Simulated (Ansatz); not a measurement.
The cell below belongs to a search over invented structures; it isn't taken from experiment.

Input and command of a plane-wave DFT calculation in Ansatz:

```yaml
crystal:
  lattice:
    - [0.0, 4.5921753, 4.5921753]
    - [4.5921753, 0.0, 4.5921753]
    - [4.5921753, 4.5921753, 0.0]
  atoms:
    - { symbol: La, position: [0.75, 0.75, 0.75] }
    - { symbol: La, position: [0.1245179412, 0.6264461764, 0.1245179412] }
    - { symbol: La, position: [0.1245179412, 0.1245179412, 0.1245179412] }
    - { symbol: La, position: [0.6264461764, 0.1245179412, 0.1245179412] }
    - { symbol: La, position: [0.1245179412, 0.1245179412, 0.6264461764] }
    - { symbol: "N", position: [0.5, 0.5, 0.5] }
basis:
  ecutwfc: 420
kpoints:
  mp_grid: { grid: [8, 8, 8] }
hamiltonian:
  xc: pbe
scf:
  occupations: { method: gaussian, width: 0.1 }
output:
  forces: true
  stress: true
  eigenvalues: true
relax:
  adjacent_minimum: "off"
  f_tol: 0.01
  max_steps: 80
  cell: { stress_tol: 0.05 }
```

```bash
ansatz run input.yaml --threads 1 --pin off --max-ram 2560MiB --backend cpu --events-out ev --progress --plain --runs-dir out
```

Processor: Arm Neoverse V1, 1 thread, on a host shared with other jobs.

Task: How long does it run, and how much memory does it take?

Result: About 97 s, peak memory 0.49 GiB. It solves 36 bands at 29 k points (after reduction by symmetry) with about 3719 plane waves (on the last cell), in 31 SCF iterations over 4 ionic steps.
